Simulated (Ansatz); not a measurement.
The computed numbers are results of r²SCAN, scalar-relativistic (collinear spin) in the plane-wave PAW code Ansatz at 500 eV, Γ-centred 12×12×12 mesh, 0.05 eV Gaussian smearing; PAW files: Ansatz's generated set soft_2.

The calculation on XO, where X is one element, gave:

```yaml
Space_group: Pm-3m (No. 221)
Conventional_cell: a = 2.994 Å, b = 2.994 Å, c = 2.994 Å, α = 90.00°, β = 90.00°, γ = 90.00°
Volume: 13.43 Å³/atom
Band_gap: zero (metallic)
Density_of_states_at_the_Fermi_level: 0.30 states/(eV·atom)
Magnetic_state: ferromagnetic
Site_spin_moments: X 7.14 μB
Spin_moment_of_the_cell: 7.46 μB
Bader_charges: X 1.41; O -1.41 e
f_electrons_orthogonalised_atomic_orbitals: X 7.08
Formation_energy_from_the_elements_0_K_uncorrected: -2.42 eV/atom
```

Sites: X on 1a, O on 1b.

Task: Which element is X?
A. Sm
B. Dy
C. Gd
D. Eu

Result: C. X is Gd, so the compound is GdO.

The start was a prototype's sites filled with these elements. The Crystallography Open Database lists the compound in space group F-43m, so this is a trial structure.

Without a U the 4f levels of Gd lie too near the Fermi level, so their share of the states there, and what hangs on it, is overstated. The equation of state at this level isn't smooth, a sign that the magnetic state shifts with volume and isn't converged in the mesh. No spin–orbit coupling, a notable omission for heavy elements. The run wasn't fully tested for a lower electronic state. Site moments are of spin, integrated over atomic spheres. The moments were started parallel, and the real magnetic order may be another.
